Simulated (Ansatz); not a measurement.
Consider the following.

RhPb in space group P6/mmm (No. 191; Rh on 3f, Pb on 2d, Pb on 1a), a = b = 5.6177 Å, c = 4.4032 Å, α = β = 90.00°, γ = 120.00°.

This is the LDA-relaxed structure.

### Question
All from plane-wave PAW LDA (Ansatz code), unless another level is named. Give the formation energy from the elements (no fitted shifts).

### Answer
-0.078 eV/atom.

### Question
Next, the density of states at the Fermi level?

### Answer
0.34 states/eV per atom (mean over ±0.08 eV).

The first step of the workflow began from a Materials Project structure, measured or hypothetical; the Crystallography Open Database files this formula in space group No. 191, but the cells were not matched. Its standing as an ambient phase is unchecked. The cell was relaxed with LDA under the symmetry of its start. At this level the phase is dynamically unstable (imaginary phonons). No spin polarisation was allowed. Axis ratios of metals converge slowly with the k-mesh, so a and c are less sure than the volume. The references are the lowest solids computed at this level, not always the standard phases. Scalar-relativistic: spin–orbit coupling is off unless named, which matters more the heavier the elements.

Potentials: the later of the program's two PAW sets.
